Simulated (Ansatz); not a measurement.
PRu (CsCl type, Pm-3m) under volume change, the program Ansatz at the PBE level (PAW), scaled uniformly.

```json
[
 {"V (Å³/atom)": "11.644", "E − E(relaxed) (meV/atom)": "91.7", "P (GPa)": "28.11"},
 {"V (Å³/atom)": "12.028", "E − E(relaxed) (meV/atom)": "38.1", "P (GPa)": "16.96"},
 {"V (Å³/atom)": "12.411", "E − E(relaxed) (meV/atom)": "?", "P (GPa)": "?"},
 {"V (Å³/atom)": "12.795", "E − E(relaxed) (meV/atom)": "0.0", "P (GPa)": "0.00"},
 {"V (Å³/atom)": "13.179", "E − E(relaxed) (meV/atom)": "8.0", "P (GPa)": "-6.49"},
 {"V (Å³/atom)": "13.563", "E − E(relaxed) (meV/atom)": "30.2", "P (GPa)": "-11.87"},
 {"V (Å³/atom)": "13.947", "E − E(relaxed) (meV/atom)": "?", "P (GPa)": "?"}
]
```

**Question.** Some entries are withheld; supply them.

**Answer.** 
- 13.947, E − E(relaxed) (meV/atom): 64.2
- 13.947, P (GPa): -16.37
- 12.411, E − E(relaxed) (meV/atom): 8.9
- 12.411, P (GPa): 7.67

**Question.** What does a third-order Birch–Murnaghan fit give for V₀, B₀ and B′?

**Answer.** V₀ = 12.79 Å³/atom, B₀ = 235 GPa, B′ = 5.0.

A made-up cell: these elements were put on the sites of a structure type; neither database checked (COD, Materials Project) lists it. Its standing as an ambient phase is unchecked. Symmetry was held in the PBE relaxation; its stability against distortions is not shown here. The run is not spin-polarised.

Potentials: the earlier of the program's two PAW sets.
